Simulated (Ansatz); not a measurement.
## Data sheet: MoS2 (DFT)

MoS₂:
```xyz
3
Lattice="1.5880 0.9169 6.2240 -1.5880 0.9169 6.2240 0.0000 -1.8337 6.2240" Properties=species:S:1:pos:R:3 pbc="T T T"
Mo     0.0000     0.0000     0.0000
S      0.0000     0.0000    13.9998
S      0.0000     0.0000    10.8956
```

Space group R3m (No. 160); conventional cell a = 3.176 Å, b = 3.176 Å, c = 18.672 Å, α = 90.00°, β = 90.00°, γ = 120.00°.

Method: plane-wave PAW r²SCAN+D4 (Ansatz code). Structure relaxed to zero pressure with the same functional. Other levels are named where they apply.

Cell and energy:

```
Item                                                          Result
-----------------------------------------------------  -------------
Volume per atom                                             18.12 Å³
Density                                                   4.89 g/cm³
Formation energy from the elements (no fitted shifts)  -1.00 eV/atom
```

Electronic structure:

```
Quantity                                                                                                                       Result
----------------------------------------  -------------------------------------------------------------------------------------------
Band gap                                                                                                           1.03 eV (indirect)
Valence-band maximum                                                                                                             at T
Conduction-band minimum                   off the standard path, at k = (0.130, 0.464, -0.201) in fractions of the reciprocal vectors
Smallest direct gap on the standard path                                                                                      1.79 eV
Hole effective mass                                                                            0.71, 0.71, 0.84 mₑ (principal values)
HSE06 gap on the r²SCAN+D4 cell                                                                                               1.42 eV
Gap with spin–orbit coupling                                                                                                  1.02 eV
```

Mechanics:

```
Property                                                                                                                    Value
-----------------------------------------------------------  --------------------------------------------------------------------
Bulk modulus (Birch–Murnaghan fit)                                                                                       349 kbar
Pressure derivative B′                                                                                                       13.3
Elastic constants (relaxed ions, GPa)                        C11 = 231, C12 = 61.2, C13 = 11.3, C14 = 3.3, C33 = 40.1, C44 = 14.1
Mechanical stability                                                                       stable (all eigenvalues of C positive)
Hill bulk and shear moduli                                                                                      54.7 and 37.4 GPa
Young's modulus                                                                                                          91.3 GPa
Poisson's ratio                                                                                                              0.22
Debye temperature from the elastic constants                                                                                347 K
Piezoelectric stress constants (proper, relaxed ions, C/m²)         e15 = e24 = -0.02, e16 = e21 = -0.53, e22 = 0.53, e33 = -0.08
```

Dielectric response:

```
Quantity                                                                         Value
--------------------------------------------------------  ----------------------------
Electronic dielectric constant ε∞ (DFPT)                     14.7 (xx = yy), 5.76 (zz)
Static dielectric constant ε0 (ions relaxed, cell fixed)     14.9 (xx = yy), 5.79 (zz)
Born charges (a third of the trace)                       Mo -0.74, S +0.35 to +0.38 e
```

Phonons:

```
Item                                                                 Value
--------------------------------------------------  ----------------------
Highest zone-centre frequency (without LO–TO term)                470 cm⁻¹
Zone-centre stability                               no imaginary mode at Γ
```

Charges:

```
Property                     Value
-------------  -------------------
Bader charges  Mo +1.31, S -0.66 e
```

The r²SCAN+D4 relaxation kept the symmetry of its start. The run is not spin-polarised. Signs of piezoelectric constants follow the polarity of the cell as given. The references are the lowest solids computed at this level, not always the standard phases. Scalar-relativistic: spin–orbit coupling is off unless named, which matters more the heavier the elements.

Potentials: the later of the program's two PAW sets.
